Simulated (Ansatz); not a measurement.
ScTlP2S7 in space group C2 (No. 5; Pearson symbol mS22), the program Ansatz at the r²SCAN+D4 level (PAW), all energies at zero smearing, with the estimated change up to a 700 eV cutoff added, with one set of potentials and settings (totals compare only within such a set). Cell of 11 atoms (1 Sc, 1 Tl, 2 P, 7 S): -21468.325 eV.

```
element                reference phase  E (eV/atom)
-------  -----------------------------  -----------
Sc       P6_3/mmc, 2 atoms in the cell   -2140.6614
Tl       P6_3/mmc, 2 atoms in the cell  -11458.6947
P            Cmce, 4 atoms in the cell    -759.3032
S           P2/c, 32 atoms in the cell    -905.9104
```

Formation energy per atom, worked out: (-21468.325 − 1×(-2140.6614) − 1×(-11458.6947) − 2×(-759.3032) − 7×(-905.9104))/11 = -0.817 eV/atom (-79 kJ per mol of atoms), at 0 K, without zero-point energy or fitted corrections.

The workflow started from a Materials Project entry (that database holds measured and hypothetical structures alike); the Crystallography Open Database copy checked does not list it. Its standing as an ambient phase is unchecked. Symmetry was held in the r²SCAN+D4 relaxation; whether a distortion lowers the energy is not shown. No spin polarisation was allowed. The references are the lowest solids computed at this level, not always the standard phases. Spin–orbit coupling is left out wherever it is not named.

Potentials: the later of the program's two PAW sets.
